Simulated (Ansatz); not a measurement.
LuSi2:
Space group P6/mmm (No. 191); a = b = 4.056 Å, c = 3.688 Å, α = β = 90.00°, γ = 120.00°

```tsv
atom	site	symmetry	x	y	z
Lu	1a	6/mmm	0.0000	0.0000	0.0000
Si	2d	-6m2	0.3333	0.6667	0.5000
```

Relaxed at zero pressure with DFT-PBEsol in the program Ansatz with PAW potentials.

Problem. The volume is lowered by 3 % and shape and atoms relax at that volume. What pressure results, and how do the axes share the change?

Solution. 3.0 GPa; a -0.8 %, b -0.8 %, c -1.3 %; the energy rises by 5 meV/atom.

Problem. Give the new structure.

Solution. 
Space group P6/mmm (No. 191); a = b = 4.022 Å, c = 3.638 Å, α = β = 90.00°, γ = 120.00°

| atom | site | symmetry | x | y | z |
|---|---|---|---|---|---|
| Lu | 1a | 6/mmm | 0.0000 | 0.0000 | 0.0000 |
| Si | 2d | -6m2 | 0.3333 | 0.6667 | 0.5000 |

The phase is kept; no other phase was compared at this pressure.

The workflow started from an entry of the Crystallography Open Database (COD). Its standing as an ambient phase is unchecked. The PBEsol relaxation kept the symmetry of its start. At this level the phase is mechanically unstable. Spin–orbit coupling is left out wherever it is not named.

Potentials: the later of the program's two PAW sets.
